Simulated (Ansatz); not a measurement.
**Kick test of a cell of Zr₂Ti₃C₅**

It was reached by relaxing an invented guess, and it needn't be the stable form of this composition.

Computed with DFT PBE, scalar-relativistic, plane waves, PAW in Ansatz 0.2.0. Plane waves to 420 eV, a k mesh through Γ of 12×12×12 on the computed 10-atom cell and Gaussian smearing (0.10 eV); no spin polarisation.

The cell below (10 atoms, space group R-3m (No. 166)) is relaxed within its symmetry.

```
CELL_PARAMETERS angstrom
1.59190 0.91908 12.92013
-1.59190 0.91908 12.92013
0.00000 -1.83817 12.92013
ATOMIC_POSITIONS crystal
Zr 0.20258 0.20258 0.20258
Zr 0.79742 0.79742 0.79742
Ti 0.39653 0.39653 0.39653
Ti 0.00000 0.00000 0.00000
Ti 0.60347 0.60347 0.60347
C 0.69827 0.69827 0.69827
C 0.30173 0.30173 0.30173
C 0.90521 0.90521 0.90521
C 0.50000 0.50000 0.50000
C 0.09479 0.09479 0.09479
```

For the test it was strained at random (σ = 1.5 % a component), the atoms were moved at random (σ = 0.10 Å), and all was relaxed again on a coarse 8×8×8 mesh (in the run’s order of axes) with 0.20 eV smearing, with no symmetry imposed.

Q: Does it come back?

A: It returns, within 1 meV/atom of the unmoved cell on that mesh and with the same symmetry when read at 0.1 Å. So it is stable against the distortions that fit this cell and that this random move excites. Modes that don't fit the cell aren't tested.
